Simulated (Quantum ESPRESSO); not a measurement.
# Kohn-Sham bands of CaI$_{2}$ (CdI2 type)

```
CaI2
1.0
    4.52897     0.00000     0.00000
   -2.26448     3.92220     0.00000
    0.00000     0.00000     7.20983
Ca I
1 2
Direct
  0.00000   0.00000   0.00000
  0.33333   0.66667   0.24430
  0.66667   0.33333   0.75570
```

Materials Project entry mp-30031; symmetrised, unrelaxed at this level. COD (Crystallography Open Database) has an entry of this formula and space group (matched by these alone). Level: LDA, no spin polarisation, no spin-orbit coupling; pw.x of Quantum ESPRESSO at 58 Ry with PseudoDojo potentials, 12×12×4 k-points, Wannier90. Density: 12×12×4 mesh, cold smearing 0.01 Ry. The cell is built of weakly bound layers, chains or molecules, whose nearest atoms lie 4.52 Å apart. Database cells relaxed without dispersion often hold them too far apart, which can enlarge gaps and weakens couplings between them; spacing and stacking were not compared with the measured crystal. Spin-orbit coupling is left out although heavy elements are present.

Energies are relative to the valence-band maximum; weights are on the orthonormalised atomic waves of the pseudopotential files, averaged over the group. 24 electrons a cell are treated as valence.

```tsv
bands	from (eV)	to (eV)	filling	weight on atomic waves
1	-39.48	-39.48	filled	…
2–4	-20.74	-20.70	filled	…
5–6	-11.44	-11.00	filled	…
7–12	-2.48	0.00	filled	…
```

Question: Which atomic shells make up each group?

Answer: 
- 1, weight on atomic waves: Ca 3s 99 %
- 2–4, weight on atomic waves: Ca 3p 99 %
- 5–6, weight on atomic waves: I 5s 95 %, Ca 4s 4 %
- 7–12, weight on atomic waves: I 5p 94 %

The Kohn-Sham gap over both meshes and the path is 3.47 eV.
